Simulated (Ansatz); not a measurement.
Sr3SbN:
```
CELL_PARAMETERS angstrom
      5.07151     0.00000     0.00000
      0.00000     5.07151     0.00000
      0.00000     0.00000     5.07151
ATOMIC_POSITIONS crystal
  Sr 0.00000 0.50000 0.50000
  Sr 0.50000 0.00000 0.50000
  Sr 0.50000 0.50000 0.00000
  Sb 0.00000 0.00000 0.00000
  N  0.50000 0.50000 0.50000
```

Relaxed with LDA. Special points in fractions of this cell's reciprocal vectors: Γ (0.000, 0.000, 0.000); X (0.000, 0.500, 0.000); M (0.500, 0.500, 0.000); R (0.500, 0.500, 0.500).

Question: List the band energies nearest the valence-band maximum at these points for DFT-LDA in the program Ansatz with PAW potentials.

Answer: In eV from the valence-band maximum; about four levels below and three above (degenerate sets whole), none deeper than 8.9 eV; points with the same levels are listed once.

| k | below | above |
|---|---|---|
| Γ | -0.94 -0.94 -0.94 0.00 0.00 0.00 | 0.10 0.10 1.18 1.18 1.18 |
| X | -1.40 -1.40 -0.59 -0.59 | 1.43 1.82 2.14 |
| M | -1.72 -1.68 -1.68 -0.91 | 2.18 2.92 2.92 |
| R | -2.60 -2.60 -2.60 -1.61 -1.61 -1.61 | 1.83 1.83 1.83 |

Space group Pm-3m (anti-perovskite). The first step of the workflow began from a Materials Project structure, measured or hypothetical; the Crystallography Open Database copy checked does not list it. Its standing as an ambient phase is unchecked. Symmetry was held in the LDA relaxation; of distortions, only those at the zone centre were tested. Scalar-relativistic: spin–orbit coupling is off unless named, which matters more the heavier the elements.

Potentials: the later of the program's two PAW sets.
